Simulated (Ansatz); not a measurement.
This run works on a generated trial structure, not on a known crystal.

Input and command of a plane-wave DFT calculation in Ansatz:

```yaml
crystal:
  lattice:
    - [4.93326338, 0.0, 0.0]
    - [0.0, 5.14748378, 0.0]
    - [0.0, 0.0, 7.31489629]
  atoms:
    - { symbol: Tl, position: [0.0, 0.0, 0.44900904] }
    - { symbol: Hg, position: [0.70957364, 0.5, 0.52000772] }
    - { symbol: Hg, position: [0.29042636, 0.5, 0.52000772] }
    - { symbol: Hg, position: [0.0, 0.5, 0.13321331] }
    - { symbol: S, position: [0.28778538, 0.0, 0.70045912] }
    - { symbol: S, position: [0.71221462, 0.0, 0.70045912] }
basis:
  ecutwfc: 420
kpoints:
  mp_grid: { grid: [3, 3, 2] }
hamiltonian:
  xc: pbe
scf:
  occupations: { method: gaussian, width: 0.15 }
  lower_state_search: "off"
output:
  forces: true
  stress: true
  eigenvalues: true
relax:
  adjacent_minimum: "off"
  f_tol: 0.08
  max_steps: 16
  cell: { stress_tol: 0.8 }
```

```bash
ansatz run input.yaml --threads 1 --pin off --max-ram 2560MiB --backend cpu --events-out ev --progress --plain --runs-dir out
```

Processor: Arm Neoverse V2, 1 thread, on a host shared with other jobs.

**Question.** How long does it run, and how much memory does it take?

**Answer.** About 69 s, peak memory 0.41 GiB. It solves 51 bands at 8 k points (after reduction by symmetry) with about 3977 plane waves (on the last cell), in 72 SCF iterations over 10 ionic steps.
